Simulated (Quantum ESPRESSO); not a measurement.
# Where does S sit best among As sites?

These are calculations, not measurements. They come from pw.x of Quantum ESPRESSO 7.5, a plane-wave density functional program, with PseudoDojo standard norm-conserving files (v0.5 for PBE, v0.4.1 for LDA and PBEsol). The cells are made up: elements, strain and atom displacements were drawn at random, and nothing was relaxed. There is no spin polarisation, spin-orbit coupling or dispersion term.

The cell has 8 sites of a zincblende or diamond lattice. Sites 1 to 4 hold Al In Al Al; sites 5 to 8 hold X X X X. Cell vectors in Å: (5.616, 0.041, -0.010); (0.041, 5.788, 0.003); (-0.010, 0.003, 5.663). Settings: PBE, cutoff 1143 eV, 6 x 6 x 6 k mesh shifted by half a step, Fermi-Dirac smearing of 0.1 eV.

In each run one of the sites marked X holds S and the others hold As; cell and positions stay the same. E is the free energy of the cell.

| site of the guest | first shell | mean distance (Å) | E above the lowest (eV) | P (GPa) | force on the guest (eV/Å) |
| --- | --- | --- | --- | --- | --- |
| 5 | Al3In | 2.471 | 0.028 | 5.40 | 1.406 |
| 6 | Al3In | 2.457 | 0.031 | 5.35 | 1.281 |
| 7 | Al3In | 2.484 | 0.046 | 5.46 | 0.967 |
| 8 | Al3In | 2.446 | 0.000 | 5.28 | 2.847 |

A rerun of one of these cells at 1437 eV and k mesh 8 x 8 x 8 moved values by no more than 0.002 eV in the cell's energy, 0.04 GPa in stress and 0.011 eV/Å in force.

## Reading the table

Site 8 is lowest, by 0.028 eV, over three times the rerun's bound. A straight line of energy against the mean distance has a slope of 1.0 ± 0.4 eV/Å, so these few sites cannot settle whether the distance sets the order. The positions are random and not relaxed, so the differences hold for this frozen cell and are not site preferences of a real crystal.